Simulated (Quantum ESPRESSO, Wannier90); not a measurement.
# Wannierisation of Pd (bcc (W type), model phase)

Cell from Materials Project (mp-2646977), symmetrised, no further relaxation. This isn't the element's usual structure (fcc); take it as a model of another phase. Method: PBEsol plane waves in Quantum ESPRESSO 7.5 (PseudoDojo norm-conserving files, 66 Ry, no spin polarisation, no spin-orbit coupling), Bloch states on a 12×12×12 mesh through Γ, Wannier90 4.0.1. Density: 18×18×18 mesh, cold smearing 0.01 Ry.

On the energy scale of pw.x, whose zero is arbitrary, the Fermi level lies at 18.28 eV.

Input w.win:

```
num_bands = 1
num_wann = 1
exclude_bands = 2-17
num_iter = 1000
conv_tol = 1.0e-6
conv_window = 4
write_hr = true
write_u_matrices = true
auto_projections = true
begin unit_cell_cart
ang
   -1.5722800000    1.5722800000    1.5722800000
    1.5722800000   -1.5722800000    1.5722800000
    1.5722800000    1.5722800000   -1.5722800000
end unit_cell_cart
begin atoms_frac
Pd   0.0000000000  0.0000000000  0.0000000000
end atoms_frac
mp_grid = 12 12 12
begin kpoints
0.0000000000 0.0000000000 0.0000000000
0.0000000000 0.0000000000 0.0833333333
0.0000000000 0.0000000000 0.1666666667
... (1725 more lines: the 12x12x12 mesh through Gamma)
end kpoints
```

Input of pw2wannier90.x that gives the overlap and projection files (equivalent; here they were cut from one run over all bands):

```
&inputpp
  outdir = './out'
  prefix = 'pwscf'
  seedname = 'w'
  write_amn = .true.
  write_mmn = .true.
  atom_proj = .true.
  atom_proj_exclude = 2 3 4 5 6 7 8 9
/
```

Output w.wout (banner and timings cut):

```
                                    ------
                                    SYSTEM
                                    ------

                              Lattice Vectors (Ang)
                    a_1    -1.572280   1.572280   1.572280
                    a_2     1.572280  -1.572280   1.572280
                    a_3     1.572280   1.572280  -1.572280

                   Unit Cell Volume:      15.54711  (Ang^3)

                        Reciprocal-Space Vectors (Ang^-1)
                    b_1     0.000000   1.998113   1.998113
                    b_2     1.998113   0.000000   1.998113
                    b_3     1.998113   1.998113   0.000000

 *----------------------------------------------------------------------------*
 |   Site       Fractional Coordinate          Cartesian Coordinate (Ang)     |
 +----------------------------------------------------------------------------+
 | pd   1   0.00000   0.00000   0.00000   |    0.00000   0.00000   0.00000    |
 *----------------------------------------------------------------------------*
                                ------------
                                K-POINT GRID
                                ------------

             Grid size = 12 x 12 x 12      Total points = 1728

 *---------------------------------- MAIN ------------------------------------*
 |  Number of Wannier Functions               :                 1             |
 |  Number of Objective Wannier Functions     :                 1             |
 |  Number of input Bloch states              :                 1             |
 |  Output verbosity (1=low, 5=high)          :                 1             |
 |  Timing Level (1=low, 5=high)              :                 1             |
 |  Optimisation (0=memory, 3=speed)          :                 3             |
 |  Length Unit                               :               Ang             |
 |  Post-processing setup (write *.nnkp)      :                 F             |
 |  Using Gamma-only branch of algorithms     :                 F             |
 *----------------------------------------------------------------------------*
 *------------------------------- WANNIERISE ---------------------------------*
 |  Total number of iterations                :              1000             |
 |  Number of CG steps before reset           :                 5             |
 |  Trial step length for line search         :             2.000             |
 |  Convergence tolerence                     :         0.100E-05             |
 |  Convergence window                        :                 4             |
 |  Iterations between writing output         :                 1             |
 |  Iterations between backing up to disk     :               100             |
 |  Write r^2_nm to file                      :                 F             |
 |  Write xyz WF centres to file              :                 F             |
 |  Write on-site energies <0n|H|0n> to file  :                 F             |
 |  Use guiding centre to control phases      :                 F             |
 |  Use phases for initial projections        :                 F             |
 *----------------------------------------------------------------------------*
 *-------------------------------- PLOTTING ----------------------------------*
 |  Plotting Hamiltonian in WF basis          :                 T             |
 *----------------------------------------------------------------------------*

 *---------------------------------- K-MESH ----------------------------------*
 +----------------------------------------------------------------------------+
 |                    Distance to Nearest-Neighbour Shells                    |
 |                    ------------------------------------                    |
 |          Shell             Distance (Ang^-1)          Multiplicity         |
 |          -----             -----------------          ------------         |
 |             1                   0.235480                     12            |
 |             2                   0.333019                      6            |
 |             3                   0.407863                     24            |
 |             4                   0.470960                     12            |
 |             5                   0.526549                     24            |
 |             6                   0.576805                      8            |
 |             7                   0.623021                     48            |
 |             8                   0.666038                      6            |
       ... (lines left out)
 +----------------------------------------------------------------------------+
 | The b-vectors are chosen automatically                                     |
 | The following shells are used:                       1                     |
 +----------------------------------------------------------------------------+
 |                        Shell   # Nearest-Neighbours                        |
 |                        -----   --------------------                        |
 |                          1              12                                 |
 +----------------------------------------------------------------------------+
 | Completeness relation is fully satisfied [Eq. (B1), PRB 56, 12847 (1997)]  |
 +----------------------------------------------------------------------------+
 |                  b_k Vectors (Ang^-1) and Weights (Ang^2)                  |
 |                  ----------------------------------------                  |
 |            No.         b_k(x)      b_k(y)      b_k(z)        w_b           |
 |            ---        --------------------------------     --------        |
 |             1         0.166509    0.166509    0.000000     4.508505        |
 |             2         0.166509    0.000000    0.166509     4.508505        |
 |             3         0.000000    0.166509    0.166509     4.508505        |
 |             4        -0.166509   -0.166509    0.000000     4.508505        |
 |             5         0.000000   -0.166509    0.166509     4.508505        |
 |             6        -0.166509    0.000000    0.166509     4.508505        |
 |             7        -0.166509    0.000000   -0.166509     4.508505        |
 |             8         0.000000    0.166509   -0.166509     4.508505        |
 |             9        -0.166509    0.166509    0.000000     4.508505        |
 |            10         0.000000   -0.166509   -0.166509     4.508505        |
 |            11         0.166509    0.000000   -0.166509     4.508505        |
 |            12         0.166509   -0.166509    0.000000     4.508505        |
 +----------------------------------------------------------------------------+
 |                           b_k Directions (Ang^-1)                          |
 |                           -----------------------                          |
 |            No.           x           y           z                         |
 |            ---        --------------------------------                     |
 |             1         0.166509    0.166509    0.000000                     |
 |             2         0.166509    0.000000    0.166509                     |
 |             3         0.000000    0.166509    0.166509                     |
 |             4         0.000000   -0.166509    0.166509                     |
 |             5        -0.166509    0.000000    0.166509                     |
 |             6        -0.166509    0.166509    0.000000                     |
 +----------------------------------------------------------------------------+

 Starting a new Wannier90 calculation ...

 Reading overlaps from w.mmn

 Reading projections from w.amn

 *------------------------------- WANNIERISE ---------------------------------*
 +--------------------------------------------------------------------+<-- CONV
 | Iter  Delta Spread     RMS Gradient      Spread (Ang^2)            |<-- CONV
 +--------------------------------------------------------------------+<-- CONV

 ------------------------------------------------------------------------------
 Initial State
  WF centre and spread    1  (  0.000000, -0.000000, -0.000000 )     0.27943235
  Sum of centres and spreads (  0.000000, -0.000000, -0.000000 )     0.27943235

      0     0.279E+00     0.0000000000        0.2794323531  <-- CONV
        O_D=      0.0000000 O_OD=      0.0000000 O_TOT=      0.2794324 <-- SPRD
 ------------------------------------------------------------------------------
      1     0.000E+00     0.0000000001        0.2794323531  <-- CONV
        O_D=      0.0000000 O_OD=      0.0000000 O_TOT=      0.2794324 <-- SPRD
      2     0.000E+00     0.0000000001        0.2794323531  <-- CONV
        O_D=      0.0000000 O_OD=      0.0000000 O_TOT=      0.2794324 <-- SPRD
      3     0.000E+00     0.0000000001        0.2794323531  <-- CONV
        O_D=      0.0000000 O_OD=      0.0000000 O_TOT=      0.2794324 <-- SPRD
      4     0.000E+00     0.0000000001        0.2794323531  <-- CONV
        O_D=      0.0000000 O_OD=      0.0000000 O_TOT=      0.2794324 <-- SPRD
             <<<     Delta < 1.000E-06  over  4 iterations     >>>
             <<< Wannierisation convergence criteria satisfied >>>
 Final State
  WF centre and spread    1  (  0.000000, -0.000000, -0.000000 )     0.27943235
  Sum of centres and spreads (  0.000000, -0.000000, -0.000000 )     0.27943235

         Spreads (Ang^2)       Omega I      =     0.279432353
        ================       Omega D      =     0.000000000
                               Omega OD     =     0.000000000
    Final Spread (Ang^2)       Omega Total  =     0.279432353
```
